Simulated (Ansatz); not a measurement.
Nb₃Sn:
```yaml
crystal:
  lattice:
    - [5.22079, 0.00000, 0.00000]
    - [0.00000, 5.22079, 0.00000]
    - [0.00000, 0.00000, 5.22079]
  atoms:
    - { symbol: Sn, position: [0.00000, 0.00000, 0.00000] }
    - { symbol: Sn, position: [0.50000, 0.50000, 0.50000] }
    - { symbol: Nb, position: [0.25000, 0.00000, 0.50000] }
    - { symbol: Nb, position: [0.50000, 0.75000, 0.00000] }
    - { symbol: Nb, position: [0.75000, 0.00000, 0.50000] }
    - { symbol: Nb, position: [0.50000, 0.25000, 0.00000] }
    - { symbol: Nb, position: [0.00000, 0.50000, 0.75000] }
    - { symbol: Nb, position: [0.00000, 0.50000, 0.25000] }
```

Relaxed with LDA. Special points in fractions of this cell's reciprocal vectors: Γ (0.000, 0.000, 0.000); X (0.000, 0.500, 0.000); M (0.500, 0.500, 0.000); R (0.500, 0.500, 0.500).

Question: List the band energies nearest the Fermi level at these points for the program Ansatz at the LDA level (PAW).

Answer: In eV from the Fermi level; about four levels below and three above (degenerate sets whole), none deeper than 8.9 eV; points with the same levels are listed once.

```tsv
k	below	above
Γ	-0.56 -0.56 -0.56 -0.07 -0.07	2.45 2.45 2.45
X	-0.89 -0.89 -0.35 -0.35	1.61 1.61 2.24 2.24
M	-2.25 -1.93 -1.59 -0.88	0.12 0.12 0.13 0.13
R	-1.48 -1.48 -1.48 -1.48 -1.48 -1.48	0.01 0.01 0.01 0.01
```

Space group Pm-3n (A15 (Cr3Si type)). Symmetry was held in the LDA relaxation. No spin polarisation was allowed. Scalar-relativistic: spin–orbit coupling is off unless named, which matters more the heavier the elements.

Potentials: the later of the program's two PAW sets.
